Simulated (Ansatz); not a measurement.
## ZrTe₂O₄, a known structure type with other elements, at an estimated volume

```yaml
crystal:
  lattice:
    - [0.00000, 4.08280, 0.00000]
    - [4.08280, 0.00000, 0.00000]
    - [2.04140, 2.04140, -6.59687]
  atoms:
    - { symbol: O, position: [0.17200, 0.17200, 0.65600] }
    - { symbol: O, position: [0.82800, 0.82800, 0.34400] }
    - { symbol: Te, position: [0.35240, 0.35240, 0.29520] }
    - { symbol: Te, position: [0.64760, 0.64760, 0.70480] }
    - { symbol: Zr, position: [0.00000, 0.00000, 0.00000] }
    - { symbol: O, position: [0.50000, 0.00000, 0.00000] }
    - { symbol: O, position: [0.00000, 0.50000, 0.00000] }
```

Method: PBE, no spin polarisation; PAW, plane waves to 420 eV, 9×9×9 Γ-centred mesh, fermi-dirac occupations (width 0.1 eV) (Ansatz 0.2.0), atoms fixed.

- Forces: The largest is on Te3 (and as large on other atoms): 2.25 eV/Å, components (0.00, 0.00, -2.25). It makes 0° with the line to a nearest neighbour, O1 at 2.38 Å, pointing towards it.
- Stress: The pressure is -0.8 GPa (compression positive), so with the atoms held at these fractions the cell would first shrink; the forces are large, so a full relaxation may end otherwise. The principal stresses -10.2, 4.0, 4.0 GPa differ, so its shape would change too.
- Electronic structure: It is a metal, with about 3.5 states/eV a cell as the mean within 0.25 eV of the Fermi level, mostly Te p (67 %) and O p (27 %).
- Formation energy: -1.06 eV an atom against the elements' usual phases (free molecules for gases, crystals otherwise, with no correction for O₂ or N₂), so it is bound against them; other compounds may still compete. Relaxing would lower it.

Origin: a known structure type with other elements, at an estimated volume, so it need not be a known compound. Caveats: many states at the Fermi level without spin polarisation, so a magnetic state may lie lower; atoms or cell far from equilibrium.
